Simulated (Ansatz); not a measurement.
SrAl2H2:
```
SrAl2H2
1.0
    4.52202     0.00000     0.00000
   -2.26101     3.91618     0.00000
    0.00000     0.00000     4.76691
H Al Sr
2 2 1
Direct
  0.33333   0.66667   0.10294
  0.66667   0.33333   0.89706
  0.33333   0.66667   0.45924
  0.66667   0.33333   0.54076
  0.00000   0.00000   0.00000
```

Relaxed with r²SCAN. Special points in fractions of this cell's reciprocal vectors: Γ (0.000, 0.000, 0.000); M (0.500, 0.000, 0.000); K (0.333, 0.333, 0.000); A (0.000, 0.000, 0.500); L (0.500, 0.000, 0.500); H (0.333, 0.333, 0.500).

List the band energies nearest the Fermi level at these points for DFT-r²SCAN in the program Ansatz with PAW potentials.

In eV from the Fermi level; about four levels below and three above (degenerate sets whole), none deeper than 8.9 eV; points with the same levels are listed once.

| k | below | above |
|---|---|---|
| Γ | -4.73 -3.63 -0.54 -0.54 | 0.46 2.84 2.84 |
| M | -3.15 -2.24 -1.14 -0.11 | 2.34 2.55 2.97 |
| K | -6.91 -6.91 -3.31 -2.33 -2.33 | 1.15 1.15 3.16 |
| A | -7.90 -7.27 -2.78 | 0.34 0.34 1.28 1.28 |
| L | -6.12 -4.33 -3.94 -1.47 | 1.51 2.99 4.05 |
| H | -6.47 -6.47 -4.09 -4.09 -2.41 | 1.76 4.48 4.48 |

Space group P-3m1. The workflow started from an entry of the Crystallography Open Database (COD). Its standing as an ambient phase is unchecked. The cell was relaxed with r²SCAN under the symmetry of its start; whether a distortion lowers the energy is not shown. Scalar-relativistic: spin–orbit coupling is off unless named, which matters more the heavier the elements.

Potentials: the later of the program's two PAW sets.
